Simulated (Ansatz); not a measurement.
Ansatz input

```yaml
crystal:
  lattice:
    - [2.6578759409, 0.0, 0.0]
    - [-1.3289379704, 2.3017880849, 0.0]
    - [0.0, 0.0, 8.6710443316]
  atoms:
    - { symbol: Rh, position: [0.0, 0.0, 1.0] }
    - { symbol: Rh, position: [0.0, 0.0, 0.5] }
    - { symbol: Rh, position: [0.3333333333, 0.6666666667, 0.25] }
    - { symbol: Rh, position: [0.6666666667, 0.3333333333, 0.75] }
hamiltonian:
  xc: lda
  pseudopotentials:
    kind: paw
    azcp:
      Rh: "pseudopotentials/Rh.paw.azcp"
basis:
  ecutwfc: 420
  fft_grid_basis: typed
kpoints:
  mp_grid: { grid: [18, 18, 5], shift: [0, 0, 0] }
magnetization:
  spin_polarized: false
scf:
  occupations: { method: fermi_dirac, width: 0.1 }
```

and its output:

```
Warning: the record states the generating functional pbe (its physics header spells it `PBE`), which answers neither for hamiltonian.xc's functional nor for the lda family's — results may be inconsistent (PPs are generated against a specific XC)
Engine: ansatz 0.2.0, aarch64-unknown-linux-gnu
Pseudopotentials: kind: paw
Pseudopotential: Rh, paw, valence charge 17, recommended cutoff 420 eV (normal) 
Functional definition: SPW92
  exchange = slater_x
  correlation = pw_c
Crystal: 4 atoms, lattice volume = 53.048 Å³
Basis set: ecut = 420 eV, 1067 PW (Γ)
Bands: 41, of which v1, the nominal top of the filled ones, is band 34 counted from 1 (33 counted from 0)
Symmetry: 24 space group operations
Space group: P63/mmc (ITA 194), of the structure as read, at distance tolerance 3.8e-5 Å
k-points: 111 of 1620
Non-local potential: Rh, projectors of the file, l = 0: 3, l = 1: 2, l = 2: 2, l = 3: 1
PAW form: soft (Blöchl's): semilocal exchange-correlation on the pseudo side does not see the compensation charge
PAW frozen core: Rh, regenerated for the run's functional, and the local potential with it (the file was generated under x = pbe(κ = 0.804, μ = 0.2195149727645171), c = pbe(β = 0.06672455060314922))
PAW one-centre angular grid: Rh, 590 points (default); XC on 64 Gauss nodes
Initial density: superposition of atomic densities (neutral atoms: chi_scale 0, normalization atom), corrected by the library's trained network
Initial wavefunctions: pseudopotential atomic-orbital guess
Functional: x = slater, c = lda
SCF iter   1: F=—  HF=-25114.609764 eV  |F-HF|=—  |Δ(HF+E_count)|=         —  Δρ=1.21e-2  dr2=4.16e-2  ethr=1.77e-3  ⟨swp⟩=5.7  Hψ=15628  notcnv=0  defer=9
SCF iter   2: F=—  HF=-25114.603622 eV  |F-HF|=—  |Δ(HF+E_count)|=   6.14e-3  Δρ=6.12e-3  dr2=8.87e-3  ethr=6.12e-5  ⟨swp⟩=2.4  Hψ=7065  notcnv=0  defer=16
SCF iter   3: F=—  HF=-25114.600722 eV  |F-HF|=—  |Δ(HF+E_count)|=   2.90e-3  Δρ=8.44e-4  dr2=9.84e-5  ethr=1.30e-5  ⟨swp⟩=2.0  Hψ=6395  notcnv=0  defer=16
SCF iter   4: F=—  HF=-25114.600718 eV  |F-HF|=—  |Δ(HF+E_count)|=   4.29e-6  Δρ=1.01e-4  dr2=2.54e-6  ethr=1.45e-7  ⟨swp⟩=2.3  Hψ=7958  notcnv=0  defer=16
SCF iter   5: F=—  HF=-25114.600718 eV  |F-HF|=—  |Δ(HF+E_count)|=   2.52e-7  Δρ=2.23e-5  dr2=1.02e-7  ethr=3.73e-9  ⟨swp⟩=2.1  Hψ=5469  notcnv=0  defer=16
SCF iter   6: F=-25114.600718 eV  HF=-25114.600718 eV  |F-HF|=2.31e-9  |Δ(HF+E_count)|=   1.73e-8  Δρ=2.89e-6  dr2=4.68e-9  ethr=1.47e-10  ⟨swp⟩=2.0  Hψ=8792  notcnv=0
SCF 1 converged in 6 iterations: F = -25114.600718 eV  dr2 = 4.68e-9
SCF converged after 6 iterations
Free energy (F): -25114.600718 eV
Harris-Foulkes:  -25114.600718 eV  (|F-HF|=2.31e-9)
Internal energy: -25114.421518 eV  (E = F + TS)
E sigma→0 (E₀):  -25114.511118 eV
Entropy (-TS):   -0.179200 eV (-44.800 meV/atom)
Fermi energy:    23.153025 eV
--- Per-component energies (eV) ---
  E_band       = -297.380484
  E_kinetic    = 2298.906419
  E_local      = -6096.642886  (includes V_loc(G=0)·N_el)
  E_nonlocal   = 1441.084612
  E_hartree    = 2135.545182
  E_xc         = -884.740423
  E_vxc        = -1115.625458  (∫ρ·V_xc dr)
  E_paw        = -13855.441968  (= ΣΔE_a)
  E_vpaw       = -1096.194726  (= ΣTr[D̂ρ^β])
  E_aug_tail   = 0.002907  (compensation charges beyond the density's cutoff)
  E_ewald      = -10155.625289
  E_core_change = 2.489929  (= ΣΔE_core)
  E_smearing   = -0.179200  (= −TS)
  E_closure    = -0.000000  (closes the sum)
  Σ components = -25114.600718   (vs F -25114.600718, Δ=0.00e0)
```

Launched by

```sh
ansatz run input.yaml --threads 2 --pin off --max-ram 5120MiB --backend cpu --events-out ev --progress --plain --runs-dir out
```

On 2 threads of Arm Neoverse V2 (shared host) this took about 3 s of wall time and 5.9 s of CPU time.
